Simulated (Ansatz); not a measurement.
The cell is Ga₄PN₃, ordered on the wurtzite lattice (Pm) with 8 atoms a cell; cell and atoms were relaxed with r2SCAN. It is monoclinic, Pm (No. 6); conventional cell a = 5.480 Å, b = 3.340 Å, c = 5.830 Å, β = 90.4°, 13.34 Å³ an atom. Around N lie 4 Ga at 1.99–2.05 Å; around N lie 4 Ga at 1.94–2.02 Å; around N lie 4 Ga at 1.92–2.01 Å; around P lie 4 Ga at 2.22–2.28 Å; around Ga lie 3 N at 1.99 Å and 1 P at 2.25 Å; around Ga lie 2 N at 1.92–1.94 Å and 2 P at 2.22 Å; around Ga lie 4 N at 2.01–2.03 Å; around Ga lie 3 N at 2.02–2.05 Å and 1 P at 2.28 Å.

```yaml
crystal:
  lattice:
    - [5.48018, 0.00000, 0.01715]
    - [0.00000, 3.34033, 0.00000]
    - [0.01820, 0.00000, 5.82953]
  atoms:
    - { symbol: N, position: [0.99590, 0.00000, 0.32096] }
    - { symbol: N, position: [0.00218, 0.50000, 0.84573] }
    - { symbol: N, position: [0.49513, 0.50000, 0.16917] }
    - { symbol: P, position: [0.50760, 0.00000, 0.66079] }
    - { symbol: Ga, position: [0.35788, 0.00000, 0.30154] }
    - { symbol: Ga, position: [0.35552, 0.50000, 0.86782] }
    - { symbol: Ga, position: [0.86222, 0.50000, 0.16694] }
    - { symbol: Ga, position: [0.92356, 0.00000, 0.66705] }
```

3 runs of Ansatz 0.2.0 on this cell differ in the functional (and in the settings that go with it). Levels are in eV from each run's valence top; v1 is the last filled band, c1 the first empty one.

Run A, mean stress +4.7 GPa (compression positive):
```
point     v5     v3     v1    c1    c2    c3
    Γ  -2.71  -1.54  -0.39  0.04  1.39  2.39
    Z  -5.05  -3.48  -2.93  3.03  3.18  3.55
    D  -4.14  -3.42  -1.88  1.72  2.06  2.97
```

Run B, mean stress 0.0 GPa (compression positive):
```
point     v5     v3     v1    c1    c2    c3
    Γ  -2.85  -1.63  -0.10  0.02  1.71  2.73
    Z  -5.23  -3.64  -3.06  3.32  3.47  3.96
    D  -4.32  -3.54  -1.99  2.05  2.35  3.36
```

Run C, mean stress +0.2 GPa (compression positive):
```
point     v5     v3     v1    c1    c2    c3
    Γ  -3.07  -1.75   0.00  0.45  2.30  3.29
    Z  -5.52  -3.93  -3.21  3.84  4.00  4.68
    D  -4.59  -3.73  -2.08  2.59  2.89  3.99
```

Q: Match the runs to PBE, r2SCAN, HSE06.

A: A is PBE, B is r2SCAN, C is HSE06. In order of the gap: PBE none (overlap 0.10), r2SCAN 0.02, HSE06 0.45 eV.

Values at 0 K without nuclear motion; spin polarisation is off, and the phase may be a hypothetical one.

The program warns that its thresholds are loose for a hybrid's stress.

Where bands overlap, v1 and c1 are numbered by the electron count and aren't everywhere filled or empty.

Where bands overlap the cell is a metal at that level, and these k meshes limit energies, forces and stress. Overlaps of a few tenths of an eV in semilocal functionals can be an artefact that a hybrid or GW lifts.

The meshes of the hybrids are coarse, so their gaps aren't converged to the digits shown.
